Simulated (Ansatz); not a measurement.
# Ti: energy along a strain

Ti, Im-3m, a = 3.282 Å (as given, not relaxed at this level: -2.8 GPa). This isn't the element's structure at ambient conditions. Ansatz: r2SCAN, PAW, 500 eV, Γ-centred 20×20×20 mesh on 1 atom, Gaussian smearing 0.15 eV; no spin polarisation. Cell vectors (Å): -1.641 1.641 1.641; 1.641 -1.641 1.641; 1.641 1.641 -1.641. The cell is strained by x per cent times the pattern (1 1 0 0 0 0) in the order xx yy zz yz xz xy (engineering shears), with fractional coordinates held. y is the free energy over the start, V0 = 17.676 Å³/atom.

```
x (%) y (meV/atom)
-6.00             ?
-4.50         19.92
-3.00          1.88
-1.50         -4.37
 0.00          0.00
 1.50         13.93
 3.00         36.38
 4.50         66.56
 5.25         84.39
 6.00        104.01
```

Question: Fit y = c1 x + c2 x² + c3 x³ to the other rows, get the stiffness along the pattern, and predict the missing energy.

Answer: Least squares on the rows shown. y = 6.1357 x + 2.1364 x² − 0.045675 x³. The clamped-ion stiffness p·C·p = 2 × 21.36 eV × 160.2 / 17.676 Å³ = 387 GPa (second derivative at the start, which stands under stress). At x = -6.00 the fit asked for gives 49.96 meV/atom. The run gave 51.10 meV/atom, so the fit is 1.14 meV/atom too low, 1.1 % of the span of the series, against an rms of 0.12 meV/atom on the fitted rows. The row lies outside the fitted range. With a term in x⁴ added, a fit to the same known rows predicts 51.27 meV/atom, so most of the miss is curvature that the known rows already hold.